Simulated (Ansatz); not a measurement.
TiSi: relaxed-ion elastic tensor

Computed with DFT PBEsol, scalar-relativistic, plane waves, PAW in Ansatz 0.2.0. Cutoff 420 eV, 10×10×10 k-points (Γ-centred), Fermi-Dirac smearing of 0.15 eV. No spin polarisation.

The cell is fixed (symmetry leaves no force on the atoms) and stands under 0.0 GPa:
```
Ti Si
1.0
     0.00000    2.85970    2.85970
     2.85970    0.00000    2.85970
     2.85970    2.85970    0.00000
Ti Si
1 1
Direct
  0.00000 0.00000 0.00000
  0.25000 0.25000 0.25000
```

The cell is the ideal cubic zincblende prototype; whether it is the stable structure of this composition wasn't checked. With next to no gap, frequencies and elastic constants depend on the k mesh and the smearing, soft modes and shear constants most.

Task: Give the relaxed-ion elastic constants (GPa, Voigt order xx yy zz yz xz xy, on the axes of the cell above).

Result:
C11 = 48.8, C12 = 73.8, C13 = 73.8, C22 = 48.8, C23 = 73.8, C33 = 48.8, C44 = -25.9, C55 = -25.9, C66 = -25.9 GPa; the others vanish.

Task: Is the crystal stable against homogeneous strain?

Result: No: the tensor has an eigenvalue of -25.9 GPa, so some strain lowers the energy.

On the mesh the filled and empty bands stay 0.06 eV apart, little enough for the smearing to populate both, so at this level the crystal is a narrow-gap semiconductor or semimetal, not an ordinary metal.

Cost: 1 run of about 2.8 core-minutes, on Arm Neoverse V1 (shared hosts).